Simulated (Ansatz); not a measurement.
ZnS (NiAs type, P6_3/mmc), the program Ansatz at the r²SCAN level (PAW). The conduction-band minimum lies at K, with 2 equivalent valleys. Second derivatives d²E/dk² of the lowest band at one valley (eV·Å²), along Cartesian directions:

| direction | d²E/dk² |
|---|---|
| [100] | 24.33 |
| [010] | 24.33 |
| [001] | 36.01 |
| [110] | 24.33 |
| [101] | 30.18 |
| [011] | 30.18 |

Find the principal effective masses, the density-of-states mass and the conductivity mass.

Off-diagonal terms follow from H_xy = H[110] − (H_xx + H_yy)/2, and m*/mₑ = 7.620 eV·Å² over each eigenvalue: 0.21, 0.31, 0.31. One valley's DOS mass (m₁m₂m₃)^(1/3) = 0.27, conductivity mass 3/(Σ 1/mᵢ) = 0.27 mₑ.

What effective density of states Nc follows at 300 K for parabolic valleys?

Nc = 2.509e19 × 2 × (0.27)^(3/2) ≈ 7.0e18 cm⁻³.

The start of the workflow was typed in or built on a structure type; neither database checked (COD, Materials Project) lists it. It is not the phase usual at ambient conditions (space group No. 186, 216). The cell was relaxed with r²SCAN under the symmetry of its start; whether a distortion lowers the energy is not shown.

Potentials: the earlier of the program's two PAW sets.

Edges and masses are those of Kohn–Sham bands, whose gap is no quasiparticle gap.
